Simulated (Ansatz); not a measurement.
Polymorphs of ZnSnN2, each relaxed with plane-wave PAW LDA (Ansatz code):

A: R-3m
a = b = 3.138 Å, c = 15.243 Å, α = β = 90.00°, γ = 120.00°

```json
[
 {"atom": "Sn", "site": "3a", "symmetry": "-3m", "x": "0.0000", "y": "0.0000", "z": "0.0000"},
 {"atom": "Zn", "site": "3b", "symmetry": "-3m", "x": "0.0000", "y": "0.0000", "z": "0.5000"},
 {"atom": "N", "site": "6c", "symmetry": "3m", "x": "0.0000", "y": "0.0000", "z": "0.2524"}
]
```

B: Pna2_1
a = 5.7784 Å, b = 6.6433 Å, c = 5.4158 Å, α = β = γ = 90.00°

| atom | site | symmetry | x | y | z |
|---|---|---|---|---|---|
| Zn | 4a | 1 | 0.4171 | 0.1251 | 0.4992 |
| Sn | 4a | 1 | 0.0891 | 0.1248 | 0.9994 |
| N | 4a | 1 | 0.0841 | 0.1274 | 0.3800 |
| N | 4a | 1 | 0.0780 | 0.6225 | 0.3713 |

Task: Rank these by energy per atom at 0 K (lowest first), as LDA gives it.

Result: B (+0 meV/atom), A (+242 meV/atom)

Task: Give each one's gap.

Result: A 0.68 eV; B 0.26 eV.

Constructed cells (a structure type filled with these elements, in neither database checked): A. All cells were relaxed under the symmetry of their starts (and spin orders); stability against distortions was not tested throughout. Scalar-relativistic: spin–orbit coupling is off unless named, which matters more the heavier the elements.

Energies hold the estimated change up to a 700 eV cutoff; steps of a few meV lie near the error of the meshes.

Potentials: the later of the program's two PAW sets.
